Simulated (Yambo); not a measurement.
A free-standing PbI$_{2}$ monolayer (symmetry P-3m1, slab cell 16.7 Å high); a = b = 4.5407 Å, c = 16.7000 Å, α = β = 90.00°, γ = 120.00°. With the G0W0 scissor the direct gap on the mesh is 4.32 eV.

Problem. Can the lowest exciton of this BSE run be trusted, and with what binding energy? (Yambo, PBEsol bands; 12×12×1 mesh, 6 valence and 10 conduction bands, static screening with 71 bands and a 3 Ry block, scissor 1.49 eV, Tamm-Dancoff, stochastic integration of W near q = 0.)

Solution. The two meshes tried agree. These are vertical excitations (zero momentum); the indirect quasiparticle gap, about 3.89 eV, is smaller than the direct one (4.32 eV on the GW mesh). The lowest state lies at 3.40 eV (dark for light along x), the direct quasiparticle gap on this mesh at 4.32 eV. Its binding energy, counted from that gap, is 0.92 eV; it spreads over about 10 k points of the mesh. On a 6×6×1 mesh the same difference is 0.97 eV. The first optically allowed state is at 3.58 eV. The scissor comes from a G0W0 run whose convergence isn't established. Spin-orbit coupling is left out; with 6p states at a band edge it can lower the gap by many tenths of an eV, most of a small gap.

The standard potential for Pb keeps a d shell in the valence without the s and p states of that shell. In tests on such compounds this moved G0W0 gaps by up to about 0.9 eV, so absolute quasiparticle energies here are unreliable; differences between settings are what counts.

Geometry relaxed with PBEsol.
